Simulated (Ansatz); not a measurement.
In the program Ansatz at the PBE+D3(BJ) level (PAW), GeSe in the orthorhombic phase (Pmn2_1; Ge on 2a, Se on 2a) relaxes to a = 3.932 Å, b = 5.771 Å, c = 4.259 Å. Against the elements it lies at -0.27 eV/atom, with no fitted shifts.

It is gapped at this level: 0.53 eV (indirect). Electrons at the band edge weigh 0.26, 0.35, 0.45 mₑ (principal values). The hole mass is 0.13, 0.31, 2.9 mₑ (principal values).

The start of the workflow was typed in or built on a structure type; neither database checked (COD, Materials Project) lists it. It is not the phase usual at ambient conditions (space group No. 62). The cell was relaxed with PBE+D3(BJ) under the symmetry of its start; whether a distortion lowers the energy is not shown. The volume moved by -20 % from the start of the relaxation. The references are the lowest solids computed at this level, not always the standard phases. Scalar-relativistic: spin–orbit coupling is off unless named, which matters more the heavier the elements.

Potentials: the earlier of the program's two PAW sets.
